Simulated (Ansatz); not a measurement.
Relaxed LiNbO3 (space group R-3c):

```yaml
crystal:
  lattice:
    - [2.56213, 1.47925, 4.51823]
    - [-2.56213, 1.47925, 4.51823]
    - [0.00000, -2.95850, 4.51823]
  atoms:
    - { symbol: Li, position: [0.75000, 0.75000, 0.75000] }
    - { symbol: Li, position: [0.25000, 0.25000, 0.25000] }
    - { symbol: Nb, position: [0.00000, 0.00000, 0.00000] }
    - { symbol: Nb, position: [0.50000, 0.50000, 0.50000] }
    - { symbol: O, position: [0.62539, 0.87461, 0.25000] }
    - { symbol: O, position: [0.37461, 0.12539, 0.75000] }
    - { symbol: O, position: [0.25000, 0.62539, 0.87461] }
    - { symbol: O, position: [0.75000, 0.37461, 0.12539] }
    - { symbol: O, position: [0.87461, 0.25000, 0.62539] }
    - { symbol: O, position: [0.12539, 0.75000, 0.37461] }
```

A phonon eigenvector at Γ is frozen into this cell: atom i moves by Q times the vector below, so Q is the largest atomic displacement, in Å. The cell is held.

```json
[
 {"atom": "Li1", "x": "0.000", "y": "0.000", "z": "1.000"},
 {"atom": "Li2", "x": "0.000", "y": "0.000", "z": "1.000"},
 {"atom": "Nb3", "x": "0.000", "y": "0.000", "z": "-0.204"},
 {"atom": "Nb4", "x": "0.000", "y": "0.000", "z": "-0.204"},
 {"atom": "O5", "x": "0.000", "y": "0.019", "z": "0.251"},
 {"atom": "O6", "x": "0.000", "y": "0.019", "z": "0.251"},
 {"atom": "O7", "x": "-0.017", "y": "-0.010", "z": "0.251"},
 {"atom": "O8", "x": "-0.017", "y": "-0.010", "z": "0.251"},
 {"atom": "O9", "x": "0.017", "y": "-0.010", "z": "0.251"},
 {"atom": "O10", "x": "0.017", "y": "-0.010", "z": "0.251"}
]
```

Level of theory: LDA (plane waves to 420 eV, PAW, scalar-relativistic; Ansatz, an electronic-structure program). k mesh 8×8×8 (Γ-centred), Fermi-Dirac smearing 0.05 eV. Energies are smeared free energies. Compression counts positive. LiNbO3 is run without spin polarisation. LiNbO3 was relaxed with its symmetry unable to fall. This is one of several known forms of LiNbO3; the measured ambient cells at hand have space group No. 161. The zero of ΔE is the undisplaced structure.

```tsv
Q (Å)	ΔE (meV/cell)	P (GPa)	−dE/dQ from forces (eV/Å)
-0.100	…	0.22	0.121
-0.083	3.7	0.15	0.096
-0.067	2.3	0.10	0.073
-0.050	1.3	0.05	0.053
-0.033	0.6	0.02	0.034
-0.017	0.1	0.00	0.017
0.000	0.0	0.00	0.000
0.017	0.1	0.00	-0.017
0.033	0.6	0.02	-0.034
0.050	1.3	0.05	-0.053
0.067	2.3	0.10	-0.073
0.083	3.7	0.15	-0.096
0.100	…	0.22	-0.121
```

Problem. Some entries are withheld; supply them.

Solution. 
- -0.100, ΔE (meV/cell): 5.5
- 0.100, ΔE (meV/cell): 5.5

(For displaced atoms, the force is minus the slope of the energy, and its curvature is a force constant, which sets phonon frequencies.)
